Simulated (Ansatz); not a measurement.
NbB2:
Space group P6/mmm (No. 191); a = b = 3.073 Å, c = 3.279 Å, α = β = 90.00°, γ = 120.00°

```tsv
atom	site	symmetry	x	y	z
Nb	1a	6/mmm	0.0000	0.0000	0.0000
B	2d	-6m2	0.3333	0.6667	0.5000
```

Relaxed at zero pressure with LDA (plane waves, PAW; program Ansatz).

Task: The volume is lowered by 3 % and shape and atoms relax at that volume. What pressure results, and how do the axes share the change?

Result: 10.1 GPa; a -0.9 %, b -0.9 %, c -1.2 %; the energy rises by 8 meV/atom.

Task: Give the new structure.

Result: 
Space group P6/mmm (No. 191); a = b = 3.044 Å, c = 3.241 Å, α = β = 90.00°, γ = 120.00°

| atom | site | symmetry | x | y | z |
|---|---|---|---|---|---|
| Nb | 1a | 6/mmm | 0.0000 | 0.0000 | 0.0000 |
| B | 2d | -6m2 | 0.3333 | 0.6667 | 0.5000 |

The phase is kept; no other phase was compared at this pressure.

The first step of the workflow began from a Materials Project structure, measured or hypothetical; the Crystallography Open Database files this formula in space group No. 191, but the cells were not matched. Its standing as an ambient phase is unchecked. The LDA relaxation kept the symmetry of its start; whether a distortion lowers the energy is not shown. The run is not spin-polarised.

Potentials: the later of the program's two PAW sets.
